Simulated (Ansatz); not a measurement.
Starting cell, AlN (wurtzite):

```yaml
crystal:
  lattice:
    - [3.13030, 0.00000, 0.00000]
    - [-1.56515, 2.71092, 0.00000]
    - [0.00000, 0.00000, 10.03603]
  atoms:
    - { symbol: Al, position: [0.66667, 0.33333, 0.00169] }
    - { symbol: Al, position: [0.66667, 0.33333, 0.50169] }
    - { symbol: Al, position: [0.33333, 0.66667, 0.25169] }
    - { symbol: Al, position: [0.33333, 0.66667, 0.75169] }
    - { symbol: N, position: [0.66667, 0.33333, 0.31091] }
    - { symbol: N, position: [0.66667, 0.33333, 0.81091] }
    - { symbol: N, position: [0.33333, 0.66667, 0.06091] }
    - { symbol: N, position: [0.33333, 0.66667, 0.56091] }
```

The atoms are displaced by Q × the pattern below (from a DFPT mode at A = (0.0, 0.0, 0.5), largest move 1; Q in Å), at fixed cell. It is one choice among 4 degenerate patterns. (q is in reciprocal vectors of the primitive cell; the cell shown is doubled to hold the pattern.)

| atom | x | y | z |
|---|---|---|---|
| Al1 | 0.000 | 0.044 | 0.000 |
| Al2 | 0.000 | -0.044 | 0.000 |
| Al3 | 0.000 | 0.499 | 0.000 |
| Al4 | 0.000 | -0.499 | 0.000 |
| N5 | 0.000 | -1.000 | 0.000 |
| N6 | 0.000 | 1.000 | 0.000 |
| N7 | 0.000 | -0.195 | 0.000 |
| N8 | 0.000 | 0.195 | 0.000 |

Level of theory: PBE (plane waves to 420 eV, PAW, scalar-relativistic; Ansatz, an electronic-structure program). k mesh 12×12×4 (Γ-centred), Fermi-Dirac smearing 0.05 eV. E stands for the smeared free energy. AlN was relaxed with its symmetry unable to fall. ΔE is measured from the undisplaced structure.

```json
[
 {"Q (Å)": "-0.180", "ΔE (meV/cell)": "1113"},
 {"Q (Å)": "-0.150", "ΔE (meV/cell)": "withheld"},
 {"Q (Å)": "-0.120", "ΔE (meV/cell)": "477"},
 {"Q (Å)": "-0.090", "ΔE (meV/cell)": "265"},
 {"Q (Å)": "-0.060", "ΔE (meV/cell)": "117"},
 {"Q (Å)": "-0.030", "ΔE (meV/cell)": "29"},
 {"Q (Å)": "0.000", "ΔE (meV/cell)": "0"},
 {"Q (Å)": "0.030", "ΔE (meV/cell)": "29"},
 {"Q (Å)": "0.060", "ΔE (meV/cell)": "117"},
 {"Q (Å)": "0.090", "ΔE (meV/cell)": "265"},
 {"Q (Å)": "0.120", "ΔE (meV/cell)": "477"},
 {"Q (Å)": "0.150", "ΔE (meV/cell)": "withheld"},
 {"Q (Å)": "0.180", "ΔE (meV/cell)": "1113"}
]
```

Fit an even polynomial form (powers 2, 4) to the given rows and predict ΔE at Q = 0.150.

Least squares on the 11 given rows: ΔE = (32160)·Q² + (67490)·Q⁴, in meV/cell with Q in Å; root-mean-square residual 0.2 meV/cell. At 0.150 the fit gives 758 meV/cell; the calculation gives 758 meV/cell, the same to the digits shown. The quadratic term alone would give 724 meV/cell.

(For displaced atoms, the force is minus the slope of the energy, and its curvature is a force constant, which sets phonon frequencies.)
